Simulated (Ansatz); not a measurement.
Relaxation of a generated trial cell of Cr in the AFLOW prototype A_tP4_129_ac (A_d); 4 atoms in the cell, which starts as P4/nmm, origin choice 1 (No. 129), tP4; a = b = 4.103 Å, c = 2.838 Å, α = β = γ = 90.00°. All values below come from PBE (plane waves to 420 eV, PAW, scalar-relativistic; Ansatz, an electronic-structure program). Γ-centred k-mesh 8×8×11 on the run's cell (coarser than for final values), Fermi–Dirac smearing 0.05 eV. This is the first round of the run. Spin-polarised start, with parallel moments on Cr.

The optimiser's lines from the output (shortened; P is positive under compression):

```
relax step   1: F+E_penalty+E_count = -13509.92430477 eV  Δ(F+E_penalty+E_count) = +0.000e0 eV  max|allowed force component| = 3.102e0 eV/Å  Δτ_max = 0.0000 Å  P = +2.757 GPa  Ω = 47.776 Å³  (19 SCF iters, dr2 threshold 1.00e-7 eV, accepted)
relax step   2: F+E_penalty+E_count = -13510.78094757 eV  Δ(F+E_penalty+E_count) = -8.566e-1 eV  max|allowed force component| = 1.355e0 eV/Å  Δτ_max = 0.1936 Å  P = +5.804 GPa  Ω = 45.861 Å³  (14 SCF iters, dr2 threshold 4.00e-7 eV, accepted)
relax step   3: F+E_penalty+E_count = -13510.98563780 eV  Δ(F+E_penalty+E_count) = -2.047e-1 eV  max|allowed force component| = 3.606e-2 eV/Å  Δτ_max = 0.1564 Å  P = -1.698 GPa  Ω = 47.543 Å³  (12 SCF iters, dr2 threshold 4.00e-7 eV, accepted)
relax step   4: F+E_penalty+E_count = -13511.01424543 eV  Δ(F+E_penalty+E_count) = -2.861e-2 eV  max|allowed force component| = 1.697e-3 eV/Å  Δτ_max = 0.0045 Å  P = +0.019 GPa  Ω = 47.066 Å³  (9 SCF iters, dr2 threshold 4.00e-7 eV, accepted)
relax step   5: F+E_penalty+E_count = -13511.01542314 eV  Δ(F+E_penalty+E_count) = -1.178e-3 eV  max|allowed force component| = 4.078e-5 eV/Å  Δτ_max = 0.0002 Å  P = -0.023 GPa  Ω = 47.072 Å³  (7 SCF iters, dr2 threshold 4.00e-7 eV, accepted)
relax step   6: F+E_penalty+E_count = -13511.01542796 eV  Δ(F+E_penalty+E_count) = -4.811e-6 eV  max|allowed force component| = 2.140e-6 eV/Å  Δτ_max = 0.0000 Å  P = -0.001 GPa  Ω = 47.067 Å³  (7 SCF iters, dr2 threshold 4.22e-9 eV, accepted)
relax step   7: F+E_penalty+E_count = -13511.01495716 eV  Δ(F+E_penalty+E_count) = +4.708e-4 eV  max|allowed force component| = 3.512e-6 eV/Å  Δτ_max = 0.0000 Å  P = +0.005 GPa  Ω = 47.067 Å³  stress off target by 6.24e-3 GPa  SCF on the basis re-selected at this cell (its energy is not comparable with the rows above)  (14 SCF iters)
```

From the first to the last row the energy changes by -0.27 eV/atom and the volume by -1.5 %. The last row is marked as not comparable with the walk above it, whose basis was carried along; it does compare with step 1, since both stand on a basis selected at the nominal cutoff for their own cell.

Later rounds, restarted from the end of this one on a renewed k-mesh, logged 4 more steps and released under 0.01 eV/atom more. The final structure after all rounds: Im-3m (No. 229), cI2, bcc (W type); a = b = c = 2.8661 Å, α = β = γ = 90.00°. Between re-selections the logged energies stand on a plane-wave basis carried along with the cell. Spin state reached: antiferromagnetic (net 0.00 μB/atom), from parallel starting moments; other spin orders were not run from this start.

The run could not lose the symmetry of its start; a randomly shaken copy of 4 atoms returns to this structure.
